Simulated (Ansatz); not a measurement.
TaS$_{2}$:
```yaml
crystal:
  lattice:
    - [3.27076, 0.00000, 0.00000]
    - [-1.63538, 2.83256, 0.00000]
    - [0.00000, 0.00000, 12.95692]
  atoms:
    - { symbol: Ta, position: [0.66667, 0.33333, 0.25000] }
    - { symbol: Ta, position: [0.33333, 0.66667, 0.75000] }
    - { symbol: S, position: [0.00000, 0.00000, 0.36971] }
    - { symbol: S, position: [0.00000, 0.00000, 0.63029] }
    - { symbol: S, position: [0.00000, 0.00000, 0.86971] }
    - { symbol: S, position: [0.00000, 0.00000, 0.13029] }
```

Relaxed with LDA. Special points in fractions of this cell's reciprocal vectors: Γ (0.000, 0.000, 0.000); M (0.500, 0.000, 0.000); K (0.333, 0.333, 0.000); A (0.000, 0.000, 0.500); L (0.500, 0.000, 0.500); H (0.333, 0.333, 0.500).

**Question.** List the band energies nearest the Fermi level at these points for DFT-LDA with spin–orbit coupling in the program Ansatz with PAW potentials.

**Answer.** In eV from the Fermi level; about four levels below and three above (degenerate sets whole), none deeper than 8.9 eV; points with the same levels are listed once.

```tsv
k	below	above
Γ	-1.15 -1.15 -0.64 -0.64	0.46 0.46 1.59 1.59
M	-0.44 -0.44 -0.11 -0.11	3.73 3.73 3.77 3.77
K	-2.40 -2.40 -1.25 -1.25	0.53 0.53 0.86 0.86
A	-1.17 -1.17 -1.17 -1.17	1.20 1.20 1.20 1.20
L	-0.22 -0.22 -0.22 -0.22	3.74 3.74 3.74 3.74
H	-1.74 -1.74 -1.69 -1.69	0.53 0.53 0.86 0.86
```

Space group P6_3/mmc. The first step of the workflow began from a Materials Project structure, measured or hypothetical; the Crystallography Open Database files this formula in space group No. 194, but the cells were not matched. It is not the phase usual at ambient conditions (space group No. 164). The LDA relaxation kept the symmetry of its start; its stability against distortions is not shown here. No spin polarisation was allowed. A crystal of weakly bound layers computed without a dispersion correction: the cell and the soft elastic constants depend strongly on that.

Potentials: the later of the program's two PAW sets.
